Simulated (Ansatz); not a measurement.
Values for one crystal, relaxed and computed with the program Ansatz at the r²SCAN level (PAW); other levels are named.

| Quantity | Result |
|---|---|
| Volume per atom | 11.67 Å³ |
| Band gap | 1.41 eV (indirect) |
| Smallest direct gap on the standard path | 3.60 eV |
| Electron effective mass | 0.22, 0.22, 1.3 mₑ (principal values) |
| Valence-band maximum | at Γ |
| Hole effective mass, band 1 of 3 at the edge | 0.32 along [100], 2.3 along [110], 0.60 along [111] (mₑ) |
| Hole effective mass, band 3 of 3 at the edge | 0.24 along [100], 0.15 along [110], 0.12 along [111] (mₑ) |

### Question
Which of these materials gives this?
(A) BeS, zinc blende
(B) BP, zinc blende
(C) CdS, zinc blende
(D) InP, wurtzite

### Answer
B, BP, zinc blende

Space group F-43m (zinc blende). The cell was relaxed with r²SCAN under the symmetry of its start.

Potentials: the later of the program's two PAW sets.
